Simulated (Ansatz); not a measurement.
BeCl₂:
```cif
data_Be2Cl4
_chemical_formula_sum 'Be2 Cl4'
_space_group_name_H-M_alt 'P 1'
_space_group_IT_number 1
_cell_length_a 5.91511
_cell_length_b 5.91511
_cell_length_c 5.91511
_cell_angle_alpha 129.665
_cell_angle_beta 74.769
_cell_angle_gamma 128.639
loop_
_space_group_symop_operation_xyz
  'x, y, z'
loop_
_atom_site_label
_atom_site_type_symbol
_atom_site_fract_x
_atom_site_fract_y
_atom_site_fract_z
_atom_site_occupancy
Be1 Be 0.25000 0.25000 0.00000 1
Be2 Be 0.75000 0.75000 0.00000 1
Cl1 Cl 0.61604 0.28343 0.89947 1
Cl2 Cl 0.38396 0.71657 0.10053 1
Cl3 Cl 0.88396 0.78343 0.66740 1
Cl4 Cl 0.11604 0.21657 0.33260 1
```

Relaxed with LDA.

Problem. Tabulate the valence density and the electron localisation function along the shortest Be–Cl contact (2.00 Å), LDA in the plane-wave PAW code Ansatz.

Solution. 

| distance from Be (Å) | density (e/Å³) | ELF |
|---|---|---|
| 0.20 | 0.09 | 0.00 |
| 0.30 | 0.14 | 0.01 |
| 0.40 | 0.21 | 0.08 |
| 0.50 | 0.28 | 0.31 |
| 0.60 | 0.34 | 0.58 |
| 0.70 | 0.41 | 0.76 |
| 0.80 | 0.50 | 0.83 |
| 0.90 | 0.61 | 0.86 |
| 1.00 | 0.77 | 0.88 |
| 1.10 | 0.97 | 0.88 |
| 1.20 | 1.25 | 0.87 |
| 1.30 | 1.55 | 0.86 |
| 1.40 | 1.81 | 0.82 |
| 1.50 | 1.87 | 0.75 |
| 1.60 | 1.63 | 0.63 |
| 1.70 | 1.12 | 0.47 |
| 1.80 | 0.49 | 0.30 |

The density is the valence pseudo-density with augmentation charge, so density and ELF within about 1 Å of a nucleus are not all-electron values.

Space group Ibam. The workflow started from a Materials Project entry (that database holds measured and hypothetical structures alike); the Crystallography Open Database files this formula in space group No. 72, but the cells were not matched. Its standing as an ambient phase is unchecked. Symmetry was held in the LDA relaxation; whether a distortion lowers the energy is not shown. A crystal of weakly bound chains computed without a dispersion correction: the cell and the soft elastic constants depend strongly on that.

Potentials: the later of the program's two PAW sets.
